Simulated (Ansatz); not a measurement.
## AsSe2: stable or not

The cell was found from a structure generator's guess, not taken from experiment.

The calculation used DFT PBE, scalar-relativistic, plane waves, PAW in Ansatz. Cutoff 420 eV, Γ-centred 12×12×8 mesh (3-atom cell), Gaussian smearing of 0.10 eV, no spin polarisation.

```
CELL_PARAMETERS angstrom
3.64797 0.00000 0.00000
-1.82398 3.15923 0.00000
0.00000 0.00000 6.57690
ATOMIC_POSITIONS crystal
As 0.00000 0.00000 0.00000
Se 0.66667 0.33333 0.23969
Se 0.33333 0.66667 0.76031
```

Formation energies are uncorrected and refer to the elements' standard structures at the same level.

Question: These tests were run: energy against the elements; phonons on a 2×2×1 q mesh; elastic tensor. What do they show?

Answer:

```tsv
test	result
energy against the elements	0.00 eV/atom
phonons on a 2×2×1 q mesh	no imaginary mode on the mesh
elastic tensor	least eigenvalue 1 GPa
```

It fails none of these tests outright. Other phases of the system weren't compared here, so this isn't yet thermodynamic stability. Undecided within the accuracy: energy against the elements and elastic tensor.

The k mesh leaves some 4 meV/atom of noise in the energy of each metallic cell. Weakly bound directions are ill-defined at this level, which has no dispersion term. An odd number of electrons in the primitive cell allows no gap without spin; a larger cell or a magnetic state could open one. The cell is a metal run without spin; a magnetic state may lie lower. The reference forms of As and Se are held partly by dispersion forces, which this level lacks. The run for the phonons used a 12×12×8 k mesh and Fermi–Dirac smearing of 0.15 eV. The run for the elastic tensor used a 12×12×8 k mesh and Fermi–Dirac smearing of 0.15 eV.
